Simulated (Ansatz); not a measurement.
The relaxed structure here is a generated cell of B6As: the first start was made by a random draw of sites in a space group, and the end was not matched to a known phase here, so it may be hypothetical.

One stationary structure of B$_{6}$As. Space group I4/mmm (No. 139). The numbers are results of PBEsol (plane waves to 420 eV, PAW, scalar-relativistic; Ansatz, an electronic-structure program), not measurements.

```xyz
7
Lattice="-3.3107 3.3107 1.5854 3.3107 -3.3107 1.5854 3.3107 3.3107 -1.5854" Properties=species:S:1:pos:R:3 pbc="T T T"
As     0.0000     0.0000     0.0000
B      0.0000     3.3107     0.7927
B      3.3107     0.0000     0.7927
B      1.6553     1.6553     0.7927
B      1.6553     1.6553    -0.7927
B     -1.6553     1.6553     0.7927
B      1.6553    -1.6553     0.7927
```

| Property | Value |
|---|---|
| Volume per atom | 9.93 Å³ |
| Density | 3.34 g/cm³ |
| Band gap | no gap (metallic) |
| Shortest distances | B–B 1.59 Å; As–B 2.47 Å; As–As 3.17 Å |
| k-mesh | 16×16×16 |

Band energies at high-symmetry points (eV from the Fermi level; labels of this space group; no spin-orbit coupling), from −5 eV up to 2.8 eV:

```csv
point,energies
Γ,-4.57 -4.57 -4.37 -4.14 -3.51 -3.51 1.08
X,-4.81 -4.11 -3.00 -1.65 -1.08 0.73 1.64 2.69 2.78
M,-3.90 -2.72 -1.39 -1.19 -0.70 -0.70 0.27 0.58 0.67 1.49 1.49
Z,-4.85 -2.19 -2.19 -1.46 0.62 0.67 0.67 0.88 1.59 1.59 1.85
Z0,-4.85 -2.19 -2.19 -1.46 0.62 0.67 0.67 0.88 1.59 1.59 1.85
P,-3.65 -2.78 -2.58 -2.43 -2.43 1.70 1.71 2.13 2.13
N,-4.78 -2.00 -1.40 -1.37 -0.97 -0.25 1.16 1.21 2.05
```

No spin polarisation in the result. The relaxed primitive cell holds an odd number of electrons. A magnetic state may lie lower.

The run could not lose the symmetry of its start: the end is stationary, and may be a saddle point rather than a minimum.

All atoms sit on sites fixed by symmetry, so only the cell could relax.
